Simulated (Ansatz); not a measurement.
Starting cell, CdS (zinc blende):

```yaml
crystal:
  lattice:
    - [0.00000, 5.92662, 5.92662]
    - [2.96331, 2.96331, 5.92662]
    - [2.96331, 2.96331, 0.00000]
  atoms:
    - { symbol: S, position: [0.00000, 0.75000, 0.75000] }
    - { symbol: S, position: [0.50000, 0.75000, 0.75000] }
    - { symbol: Cd, position: [0.00000, 0.00000, 0.00000] }
    - { symbol: Cd, position: [0.50000, 0.00000, 0.00000] }
```

The atoms are displaced by Q × the pattern below (from a DFPT mode at X = (0.5, 0.5, 0.0), largest move 1; Q in Å), at fixed cell. (q is in reciprocal vectors of the primitive cell; the cell shown is doubled to hold the pattern.)

```json
[
 {"atom": "S1", "x": "0.000", "y": "0.000", "z": "-1.000"},
 {"atom": "S2", "x": "0.000", "y": "0.000", "z": "1.000"}
]
```

Atoms not listed stay in place.

Calculation: PBE (plane waves to 420 eV, PAW, scalar-relativistic; Ansatz, an electronic-structure program). k mesh 10×10×10 (Γ-centred), Fermi-Dirac smearing 0.05 eV. E stands for the smeared free energy. CdS was relaxed with its symmetry unable to fall. The zero of ΔE is the undisplaced structure.

```json
[
 {"Q (Å)": "-0.2800", "ΔE (meV/cell)": "672"},
 {"Q (Å)": "-0.2333", "ΔE (meV/cell)": "withheld"},
 {"Q (Å)": "-0.1867", "ΔE (meV/cell)": "301"},
 {"Q (Å)": "-0.1400", "ΔE (meV/cell)": "169"},
 {"Q (Å)": "-0.0933", "ΔE (meV/cell)": "75"},
 {"Q (Å)": "-0.0467", "ΔE (meV/cell)": "19"},
 {"Q (Å)": "0.0000", "ΔE (meV/cell)": "0"},
 {"Q (Å)": "0.0467", "ΔE (meV/cell)": "19"},
 {"Q (Å)": "0.0933", "ΔE (meV/cell)": "75"},
 {"Q (Å)": "0.1400", "ΔE (meV/cell)": "169"},
 {"Q (Å)": "0.1867", "ΔE (meV/cell)": "301"},
 {"Q (Å)": "0.2333", "ΔE (meV/cell)": "withheld"},
 {"Q (Å)": "0.2800", "ΔE (meV/cell)": "672"}
]
```

Fit an even polynomial form (powers 2, 4) to the given rows and predict ΔE at Q = 0.2333.

Least squares on the 11 given rows: ΔE = (8665)·Q² + (-1183)·Q⁴, in meV/cell with Q in Å; root-mean-square residual 0.3 meV/cell. At 0.2333 the fit gives 468 meV/cell; the calculation gives 468 meV/cell, the same to the digits shown. The quadratic term alone would give 472 meV/cell.

(For displaced atoms, the force is minus the slope of the energy, and its curvature is a force constant, which sets phonon frequencies.)
